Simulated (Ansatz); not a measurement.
Cs₂Pt₃Se₄ in space group Fmmm (No. 69; Cs on 8i, Pt on 8e, Pt on 4a, Se on 16m), plane-wave PAW r²SCAN (Ansatz code), all energies at zero smearing, with the estimated change up to a 700 eV cutoff added, with one set of potentials and settings (totals compare only within such a set). Cell of 9 atoms (2 Cs, 3 Pt, 4 Se): -70902.296 eV.

```
element              reference phase  E (eV/atom)
-------  ---------------------------  -----------
Cs        Im-3m, 1 atoms in the cell   -5685.9274
Pt        Fm-3m, 1 atoms in the cell  -12536.7848
Se       P3_121, 3 atoms in the cell   -5478.1269
```

Formation energy per atom, worked out: (-70902.296 − 2×(-5685.9274) − 3×(-12536.7848) − 4×(-5478.1269))/9 = -0.842 eV/atom (-81 kJ per mol of atoms), at 0 K, without zero-point energy or fitted corrections.

The first step of the workflow began from a Materials Project structure, measured or hypothetical; the Crystallography Open Database copy checked does not list it. Whether it is the stable phase at ambient conditions was not checked. The cell was relaxed with r²SCAN under the symmetry of its start; whether a distortion lowers the energy is not shown. The run is not spin-polarised. The references are the lowest solids computed at this level, not always the standard phases. Scalar-relativistic: spin–orbit coupling is off unless named, which matters more the heavier the elements.

Potentials: the later of the program's two PAW sets.
